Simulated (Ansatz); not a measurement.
## Elastic constants of Si$_{2}$SnGe: input and output

Method: DFT PBEsol, scalar-relativistic, plane waves, PAW in Ansatz.

Launched with:
```bash
ansatz run input.yaml --threads 2 --pin off --max-ram 7168MiB --backend cpu --events-out ev --progress --plain --runs-dir out
```

Input (bare energies are in eV):
```yaml
crystal:
  lattice:
    - [4.0734285738, 0.0, 0.0]
    - [0.0, 4.0734285738, 0.0]
    - [0.0, 0.0, 5.7916448243]
  atoms:
    - { symbol: Si, position: [0.5, 0.0, 0.7687002923] }
    - { symbol: Si, position: [0.0, 0.5, 0.2312997077] }
    - { symbol: Sn, position: [0.0, 0.0, 0.5] }
    - { symbol: Ge, position: [0.5, 0.5, 0.0] }
basis:
  ecutwfc: 420
kpoints:
  mp_grid: { grid: [10, 10, 6] }
hamiltonian:
  xc: pbesol
scf:
  occupations: { method: gaussian, width: 0.01 }
output:
  forces: true
  stress: true
  eigenvalues: true
elastic:
  mode: relaxed_ion
  stencil: two_point
```

From the output:
```
--- Elastic constants: 4 strain directions × 2 members + reference (group order 8) ---
  dense FFT box of the reference and of every strained cell: 30×30×40
  strains applied: 11, 33, 23, 12; error gains: componentwise 1.00 (the most a stress slope's error grows in a printed constant), spectral 1.41 (1 for all six strains in a standard setting)
  reference relaxed by the batch: 3 steps; max|allowed force component| 3.64e-4 eV/Å at the deck's positions, 2.50e-8 at the last accepted step, 7.74e-9 by the solve of record
  largest displacement 2.6e-5 Å; the constants are those of the deck's cell at these positions:
  atoms:
    - { symbol: Si, position: [0.5, 0.0, 0.7687048607845666] }
    - { symbol: Si, position: [-5.319035667819275e-35, 0.5, 0.2312951392154333] }
    - { symbol: Sn, position: [2.777718626527844e-34, 0.0, 0.4999999999999999] }
    - { symbol: Ge, position: [0.5, 0.5, -2.925016892266614e-22] }
  C = ∂σ_k/∂η_j (tension-positive GPa; Voigt order 11 22 33 23 13 12):
       135.774     24.179     47.412      0.000      0.000      0.000
        24.179    135.774     47.412      0.000      0.000      0.000
        47.419     47.419    115.702      0.000      0.000      0.000
         0.000      0.000      0.000     55.534      0.000      0.000
        -0.000     -0.000      0.000      0.000     55.534      0.000
         0.000      0.000      0.000     -0.000      0.000     33.383
  reference stress σ⁰ (GPa):     -0.001     -0.001     -0.001     -0.000      0.000     -0.000
  C* (energy form; C + prestress term) asymmetry max|C*_kj − C*_jk| = 5.907e-3 GPa — a small one proves nothing (zero by symmetry where the batch's group is 432, −43m or m−3m); a large one is finite-difference/SCF noise where every solve ...
  moduli (Voigt/Reuss/Hill, GPa): K = 69.47/69.46/69.47   G = 46.77/44.00/45.38   E = 111.81   ν = 0.232
  mechanically stable: yes (min eigenvalue of sym C = 33.38 GPa)
  strain η (Voigt 11):  stress-route row diagonal C_11 = 135.77 GPa, energy-path curvature d²(F+E_count+ΔE)/dδ²/Ω₀ = 135.82 GPa
         δ    σ_11 (GPa) F (eV) n_scf n_hpsi n_pw
    -2.000e-3      -0.2736      -11445.7834761       9   56088   1900   relax 4 steps, max|allowed force component| 2.14e-7 eV/Å
     2.000e-3       0.2695      -11445.7834795       9   55684   1920   relax 3 steps, max|allowed force component| 3.08e-7 eV/Å
  strain η (Voigt 33):  stress-route row diagonal C_33 = 115.70 GPa, energy-path curvature d²(F+E_count+ΔE)/dδ²/Ω₀ = 115.69 GPa
         δ    σ_33 (GPa) F (eV) n_scf n_hpsi n_pw
    -2.000e-3      -0.2329      -11445.7835032       9   32142   1904   relax 2 steps, max|allowed force component| 9.31e-6 eV/Å
     2.000e-3       0.2299      -11445.7835060      10   34007   1908   relax 2 steps, max|allowed force component| 1.91e-5 eV/Å
  strain η (Voigt 23):  stress-route row diagonal C_44 = 55.53 GPa, energy-path curvature d²(F+E_count+ΔE)/dδ²/Ω₀ = 55.46 GPa
         δ    σ_23 (GPa) F (eV) n_scf n_hpsi n_pw
    -2.000e-3      -0.1111      -11445.7835753       9   75056   1904   relax 5 steps, max|allowed force component| 3.42e-5 eV/Å
     2.000e-3       0.1111      -11445.7835753       9   74532   1904   relax 3 steps, max|allowed force component| 3.04e-5 eV/Å
  strain η (Voigt 12):  stress-route row diagonal C_66 = 33.38 GPa, energy-path curvature d²(F+E_count+ΔE)/dδ²/Ω₀ = 33.54 GPa
         δ    σ_12 (GPa) F (eV) n_scf n_hpsi n_pw
    -2.000e-3      -0.0668      -11445.7835999       8   45328   1902   relax 1 steps, max|allowed force component| 8.64e-7 eV/Å
     2.000e-3       0.0668      -11445.7835999       8   45358   1902   relax 1 steps, max|allowed force component| 8.64e-7 eV/Å
```

The run took 7.7 min on 2 threads of Arm Neoverse V2, with other jobs on the host, peak memory 0.65 GiB.

The cell was built by swapping an element in a database structure (itself possibly hypothetical) and relaxing; it need not be the stable form of this composition.